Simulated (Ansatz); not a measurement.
Al2Cu (Al2Cu type, space group I4/mcm)

```
Al2Cu
1.0
   -3.00291     3.00291     2.39485
    3.00291    -3.00291     2.39485
    3.00291     3.00291    -2.39485
Al Cu
4 2
Direct
  0.65905   0.15905   0.81810
  0.84095   0.65905   0.50000
  0.15905   0.34095   0.50000
  0.34095   0.84095   0.18190
  0.25000   0.25000   0.00000
  0.75000   0.75000   0.00000
```

The slice is a (100) plane (indices of the conventional cell) through the point (0.159, 0.341, 0.500) (fractional), spanned by u = [110] and v = [101] in vectors of this cell: u (4.79 Å) and v (6.01 Å, at 90° to u). It covers one period; positions are fractions (u, v).

Level of theory: r2SCAN (plane waves to 500 eV, PAW, scalar-relativistic; Ansatz, a quantum-chemistry and plane-wave program). k mesh 12×12×12. Near the nuclei the fields are pseudised (PAW); where an atom keeps semicore shells as valence, they peak there. Al2Cu is run without spin polarisation. Al2Cu was relaxed with its symmetry unable to fall.

Three fields on this plane, each scaled to ten steps between its own extremes (0 low, 9 high; the total valence density on a logarithmic scale, the potential cut 8 eV below its top; x marks points blanked near nuclei; v = 0 in the bottom row):

Map A
```
|xxxxxx379999999999973xxxxx|
|xxxxxx479999999999974xxxxx|
|xxxxx26899887778899862xxxx|
|xxxx1578876544456788751xxx|
|xx0257887530xxx0357887520x|
|3456788752xxxxxxx257887654|
|777899862xxxxxxxxx26899877|
|999999740xxxxxxxxx04799999|
|99999973xxxxxxxxxxx3799999|
|99999863xxxxxxxxxxx3689999|
|88899863xxxxxxxxxxx3689988|
|77788874xxxxxxxxxxx4788877|
|566788751xxxxxxxxx15788766|
|4456788640xxxxxxx046887654|
|33457787641xxxxx1467877543|
|23456777765432345677776543|
|33456667777766677777666543|
|44455555677888887765555544|
|55554434567899987653344555|
|666542xx35688888653xx24566|
|87754xxxx467787764xxxx4577|
|887653xx24566766542xx35678|
|99876433345555555433346789|
|88877655555444445555567788|
|77777776655433345566777777|
|34456777765432345677776544|
|xx02467877543334577876420x|
|xxxx1478876544456788741xxx|
|xxxxx25788765556788752xxxx|
|xxxxxx478887767788874xxxxx|
|xxxxxx368998888899863xxxxx|
|xxxxxx268999999999862xxxxx|
```

Map B
```
|xxxxxx654321111123456xxxxx|
|xxxxxx654322222223456xxxxx|
|xxxxx66544444444444566xxxx|
|xxxx7765555566655555677xxx|
|xx6666666666xxx6666666666x|
|6666555667xxxxxxx766555666|
|444444567xxxxxxxxx76544444|
|222334566xxxxxxxxx66543322|
|11123456xxxxxxxxxxx6543211|
|01123456xxxxxxxxxxx6543211|
|11123567xxxxxxxxxxx7653211|
|22335678xxxxxxxxxxx8765332|
|344567899xxxxxxxxx99876544|
|5567778999xxxxxxx999877765|
|77788778899xxxxx9988778877|
|88887766778888888776677888|
|99876543456777776543456789|
|99864211124566654211124689|
|88642100012455542100012468|
|765310xx00135553100xx01356|
|65420xxxx013565310xxxx0245|
|553100xx01256765210xx00135|
|55320000124678764210000235|
|66532111246789876421112356|
|77654333467899987643334567|
|88887666678888888766667888|
|xx99988778887778887788999x|
|xxxx9998777666667778999xxx|
|xxxxx99876544444567899xxxx|
|xxxxxx876543222345678xxxxx|
|xxxxxx765422111224567xxxxx|
|xxxxxx664321101123466xxxxx|
```

Map C
```
|xxxxxx321100000001123xxxxx|
|xxxxxx321100000001123xxxxx|
|xxxxx33211111111111233xxxx|
|xxxx3322222222222222233xxx|
|xx3332222333xxx3332222333x|
|3322222233xxxxxxx332222223|
|111111223xxxxxxxxx32221111|
|000111233xxxxxxxxx33211100|
|00001123xxxxxxxxxxx3211000|
|00001123xxxxxxxxxxx3211000|
|00001233xxxxxxxxxxx3321000|
|01112234xxxxxxxxxxx4322111|
|122223344xxxxxxxxx44332222|
|3333344455xxxxxxx554443333|
|44444455555xxxxx5555544444|
|55555555555555555555555555|
|55666666655544455566666665|
|66677787765544455677877666|
|66678999876544456789998766|
|666789xx98655555689xx98766|
|55678xxxx876555678xxxx8765|
|555789xx98766666789xx98755|
|44567899987666667899987654|
|44556788877666667788876554|
|44555667666655566667665554|
|55555555555555555555555555|
|xx55555554444444445555555x|
|xxxx5544433333333344455xxx|
|xxxxx54433222222233445xxxx|
|xxxxxx432211111112234xxxxx|
|xxxxxx332110000011233xxxxx|
|xxxxxx321100000001123xxxxx|
```

Task: Assign the maps to these fields: electron localisation function (ELF); valence electron density; electrostatic potential energy of an electron, from the cell's mean.

Result: A is the electrostatic potential energy of an electron, from the cell's mean; B is the electron localisation function (ELF); C is the valence electron density.
